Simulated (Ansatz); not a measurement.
An Ansatz (an electronic-structure program) input:

Ansatz 0.2 input:
```yaml
crystal:
  lattice:
    - [7.7705002216, 0.0, 0.0]
    - [-3.8852501108, 6.729450592, 0.0]
    - [0.0, 0.0, 3.7933223959]
  atoms:
    - { symbol: Sc, position: [0.241242546, 0.0, 0.0] }
    - { symbol: Sc, position: [0.758757454, 0.758757454, 0.0] }
    - { symbol: Sc, position: [0.0, 0.241242546, 0.0] }
    - { symbol: Sc, position: [0.6094326943, 0.0, 0.5] }
    - { symbol: Sc, position: [0.3905673057, 0.3905673057, 0.5] }
    - { symbol: Sc, position: [0.0, 0.6094326943, 0.5] }
    - { symbol: Rh, position: [0.0, 0.0, 0.5] }
    - { symbol: Te, position: [0.3333333333, 0.6666666667, 0.0] }
    - { symbol: Te, position: [0.6666666667, 0.3333333333, 0.0] }
kpoints:
  mp_grid: { grid: [5, 5, 8] }
  band_path:
    path:
      - [[0.0, 0.0, 0.0], [0.5, 0.0, 0.0], [0.3333333333, 0.3333333333, 0.0], [0.0, 0.0, 0.0], [0.0, 0.0, 0.5], [0.5, 0.0, 0.5], [0.3333333333, 0.3333333333, 0.5], [0.0, 0.0, 0.5]]  # Γ-M-K-Γ-A-L-H-A
      - [[0.5, 0.0, 0.5], [0.5, 0.0, 0.0]]  # L-M
      - [[0.3333333333, 0.3333333333, 0.5], [0.3333333333, 0.3333333333, 0.0]]  # H-K
    npoints: 8
hamiltonian:
  xc: r2scan
  pseudopotentials: { kind: paw }
magnetization: { noncollinear: true, spin_orbit: true }
scf:
  n_extra_bands: 19
  convergence: { dr2_threshold: 0.0000000001 }
  occupations: { method: gaussian, width: 0.05 }
output: { eigenvalues: true }
```

Problem. How many symmetry operations and irreducible k-points will the run report?

Solution. 12 operations, 25 of 200 k-points.

Problem. With a cutoff of 500 eV, how many plane waves at Γ?

Solution. 5011.

It took roughly 23 core-minutes on shared server cores.

Space group P-62m. The workflow started from an entry of the Crystallography Open Database (COD). Whether it is the stable phase at ambient conditions was not checked. The cell was relaxed with r²SCAN under the symmetry of its start; whether a distortion lowers the energy is not shown. No spin polarisation was allowed.

Potentials: the later of the program's two PAW sets.

Ansatz is a plane-wave DFT program.
